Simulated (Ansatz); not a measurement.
Relaxed-ion elastic tensor of Ba (fcc (Cu type), Fm-3m) in GPa (Voigt order), r²SCAN (plane waves, PAW; program Ansatz); density 3.40 g/cm³, 67.14 Å³ per atom.

```
6.5  8.2  8.2  0.0  0.0  0.0
8.2  6.5  8.2  0.0  0.0  0.0
8.2  8.2  6.5  0.0  0.0  0.0
0.0  0.0  0.0  8.0  0.0  0.0
0.0  0.0  0.0  0.0  8.0  0.0
0.0  0.0  0.0  0.0  0.0  8.0
```

Q: Is the crystal mechanically stable?

A: No: the smallest eigenvalue of C is -1.7 GPa.

A made-up cell: these elements were put on the sites of a structure type; the Crystallography Open Database copy checked does not list it. It is not the phase usual at ambient conditions (space group No. 229). Symmetry was held in the r²SCAN relaxation. At this level the phase is mechanically unstable. As this level gives no gap, shear constants depend on the k-mesh and smearing (Fermi–Dirac, 0.1 eV here). Scalar-relativistic: spin–orbit coupling is off unless named, which matters more the heavier the elements.

Potentials: the later of the program's two PAW sets.
